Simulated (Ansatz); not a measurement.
HfO₂ (fluorite, Fm-3m), DFT-LDA in the program Ansatz with PAW potentials: ε∞ = 5.40, cell volume 31.28 Å³. Infrared-active transverse modes:

```csv
ω_TO (cm⁻¹),oscillator strength S_xx (e²/amu)
248.4,1.151
```

Question: Compute the static dielectric constant.

Answer: Each mode adds (4.921e7/V) S/ω²: 29.36. So ε0 = 34.8.

Question: What LO frequency does the Lyddane–Sachs–Teller relation give?

Answer: ω_LO = ω_TO √(ε0/ε∞) = 630 cm⁻¹.

This is a known high-temperature phase of the composition, computed here at zero pressure and temperature. The cell was relaxed with LDA under the symmetry of its start. At this level the phase is dynamically unstable (imaginary phonons). No spin polarisation was allowed. Spin–orbit coupling is left out wherever it is not named.

Potentials: the earlier of the program's two PAW sets. The files were generated under PBE; for other functionals the program regenerates the frozen cores, and for LDA and PBEsol the local potential too.
